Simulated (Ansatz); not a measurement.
Starting structure, W put at a hollow Ca-Ca site (Ca, Fm-3m (No. 225), (1 0 0) face):

```
CELL_PARAMETERS angstrom
3.85702 0.00000 0.00000
0.00000 3.85702 0.00000
0.00000 0.00000 24.45465
ATOMIC_POSITIONS crystal
Ca 0.50000 0.50000 0.34758
Ca 0.00000 0.00000 0.45578
Ca 0.50000 0.50000 0.56405
W 0.00000 0.00000 0.64583
```

Theory: DFT PBEsol, scalar-relativistic, plane waves, PAW in Ansatz 0.2.0. Cutoff 420 eV; k points 8×8×1 on the computed 4-atom cell (Γ-centred); Gaussian smearing, width 0.10 eV; collinear spin from starting moments 0 0 0 4 μB. A dipole correction removes the field between periodic images along c.

Atoms 1 (counted from 1) are held. The cell is fixed. Force threshold 0.03 eV/Å.

```csv
step,E − E_final (eV),largest force (eV/Å)
1,0.464,1.013
2,0.203,0.590
3,0.111,0.209
4,0.070,0.211
5,0.026,0.091
6,0.007,0.058
7,0.001,0.030
8,0.000,0.003
```

Problem. What is the final structure?

Solution.
```yaml
crystal:
  lattice:
    - [3.85702, 0.00000, 0.00000]
    - [0.00000, 3.85702, 0.00000]
    - [0.00000, 0.00000, 24.45465]
  atoms:
    - { symbol: Ca, position: [0.50000, 0.50000, 0.34758] }
    - { symbol: Ca, position: [0.00000, 0.00000, 0.45577] }
    - { symbol: Ca, position: [0.50000, 0.50000, 0.54893] }
    - { symbol: W, position: [0.00000, 0.00000, 0.59933] }
```

The end is the local minimum or symmetric point that this start leads to. The slab is only 5.5 Å thick, so the energy isn't converged with thickness.

Spin-orbit coupling is left out, which matters for the bands of heavy elements.